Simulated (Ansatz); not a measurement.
Level of theory: Ansatz 0.2.0, DFT PBE, scalar-relativistic, plane waves, PAW. Settings: cutoff 420 eV, Γ-centred meshes spaced at most about 0.3 Å⁻¹, and about 0.25 Å⁻¹ or finer for metals (2π included), Gaussian smearing. No spin polarisation in the final relaxations.

These are static total energies at zero pressure.

Two relaxed structures of SiC3:

1.

```yaml
crystal:
  lattice:
    - [2.74542, 0.00000, 0.00000]
    - [-0.00002, 4.35317, 0.00000]
    - [-0.18856, -0.05658, 9.84717]
  atoms:
    - { symbol: Si, position: [0.99185, 0.46239, 0.52820] }
    - { symbol: Si, position: [0.48799, 0.96166, 0.47196] }
    - { symbol: C, position: [0.51008, 0.05361, 0.99997] }
    - { symbol: C, position: [0.01008, 0.55360, 0.99987] }
    - { symbol: C, position: [0.49608, 0.26436, 0.58989] }
    - { symbol: C, position: [0.98375, 0.76203, 0.41027] }
    - { symbol: C, position: [0.01009, 0.22118, 0.99996] }
    - { symbol: C, position: [0.51008, 0.72118, 0.99988] }
```

2.

```yaml
crystal:
  lattice:
    - [2.83765, 0.00000, 0.00000]
    - [-1.41883, 2.45748, 0.00000]
    - [0.00000, 0.00000, 9.15540]
  atoms:
    - { symbol: Si, position: [0.66667, 0.33333, 0.50000] }
    - { symbol: C, position: [0.33333, 0.66667, 0.00000] }
    - { symbol: C, position: [0.33333, 0.66667, 0.50000] }
    - { symbol: C, position: [0.66667, 0.33333, 0.00000] }
```

Question: Which form is favoured at zero pressure, and by what margin per atom?

Answer: Cell 1 is lower, by 280 meV/atom. Cell 1 has space group P1 (No. 1), 14.7 Å³/atom and a gap of 0.07 eV on its mesh; cell 2 has space group P-6m2 (No. 187), 16.0 Å³/atom and no gap. Cell 1 and cell 2 both hold C–C nets. Even the lower one lies +0.67 eV/atom against the reference forms of the elements (uncorrected), so neither is stable at this level. In cell 1, Si on its first site is surrounded by 3 C at 1.73–1.75 Å; Si on its second site has 3 C at 1.73–1.75 Å; C on its first site is surrounded by 1 C at 1.45 Å and 2 C at 1.55 Å; 5 more sites not described. In cell 2, Si is surrounded by 3 C at 1.64 Å; C on its first site is surrounded by 3 C at 1.64 Å; around C on its second site lie 3 Si at 1.64 Å; 1 more site not described. Both come from invented guesses. A third cell relaxed alike, in P-4m2, lies 162 meV/atom below the lower of the two.

Weakly bound directions are ill-defined at this level, which has no dispersion term (P1, P-6m2), and this can change margins and order among such cells. Cells relaxed within their symmetry can be saddle points. The P1 cell of SiC3 came from shaking the P-6m2 one.
